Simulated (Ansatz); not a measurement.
**Vibrational response of TiW₃**

Method: DFT PBE, scalar-relativistic, plane waves, PAW in Ansatz. Settings: 420 eV plane-wave cutoff, Γ-centred 8×8×8 mesh, Fermi-Dirac smearing of 0.15 eV. No spin polarisation. Phonons by linear response, acoustic sum rule imposed.

Relaxed structure:
```
Ti W
1.0
     5.07508    0.00000    0.00000
     0.00000    5.07508    0.00000
     0.00000    0.00000    5.07508
Ti W
2 6
Direct
  0.50000 0.50000 0.50000
  0.00000 0.00000 0.00000
  0.50000 0.25000 0.00000
  0.50000 0.75000 0.00000
  0.25000 0.00000 0.50000
  0.75000 0.00000 0.50000
  0.00000 0.50000 0.25000
  0.00000 0.50000 0.75000
```

The cell was found from a structure generator's guess, not taken from experiment. In a metal, frequencies depend on the k mesh and the smearing, soft modes most. Spin–orbit coupling is left out, which matters for heavy elements.

(1) Is this structure stable against zone-centre distortions?

(2) List the optical modes at Γ (i marks imaginary ones).

Results:

(1) Yes, at Γ: no optical mode is imaginary. Strains and other wave vectors aren't tested by this run.

(2)
| frequency (meV) | degeneracy |
| --- | --- |
| 11.7 | 3 |
| 12.7 | 3 |
| 14.3 | 3 |
| 15.4 | 3 |
| 26.4 | 1 |
| 27.9 | 2 |
| 32.9 | 3 |
| 35.2 | 3 |
